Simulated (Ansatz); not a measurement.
SnMo₂C:
```xyz
8
Lattice="3.1847 0.0000 0.0000 -1.5924 2.7581 0.0000 0.0000 0.0000 13.4100" Properties=species:S:1:pos:R:3 pbc="T T T"
Sn     0.0000     1.8387    10.0575
Sn     1.5924     0.9194     3.3525
Mo     0.0000     1.8387     1.0841
Mo     1.5924     0.9194     7.7890
Mo     1.5924     0.9194    12.3259
Mo     0.0000     1.8387     5.6209
C      0.0000     0.0000     0.0000
C      0.0000     0.0000     6.7050
```

Relaxed with r²SCAN. Special points in fractions of this cell's reciprocal vectors: Γ (0.000, 0.000, 0.000); M (0.500, 0.000, 0.000); K (0.333, 0.333, 0.000); A (0.000, 0.000, 0.500); L (0.500, 0.000, 0.500); H (0.333, 0.333, 0.500).

### Question
List the band energies nearest the Fermi level at these points for r²SCAN in the plane-wave PAW code Ansatz.

### Answer
In eV from the Fermi level; about four levels below and three above (degenerate sets whole), none deeper than 8.9 eV; points with the same levels are listed once.

```
k                          below                above
-  -----------------------------  -------------------
Γ        -0.50 -0.50 -0.31 -0.31  1.09 1.09 1.12 1.12
M        -4.08 -3.21 -3.20 -0.12       0.11 0.44 0.50
K  -0.95 -0.95 -0.69 -0.08 -0.08       0.17 1.45 1.45
A        -0.41 -0.41 -0.41 -0.41  1.11 1.11 1.11 1.11
L        -4.09 -4.09 -3.20 -3.20  0.15 0.15 0.27 0.27
H        -1.81 -1.81 -1.16 -1.16  0.42 0.42 0.72 0.72
```

Space group P6_3/mmc. The start of the workflow was typed in or built on a structure type; neither database checked (COD, Materials Project) lists it. Whether it is the stable phase at ambient conditions was not checked. The cell was relaxed with r²SCAN under the symmetry of its start; whether a distortion lowers the energy is not shown. The run is not spin-polarised. Spin–orbit coupling is left out wherever it is not named.

Potentials: the earlier of the program's two PAW sets.
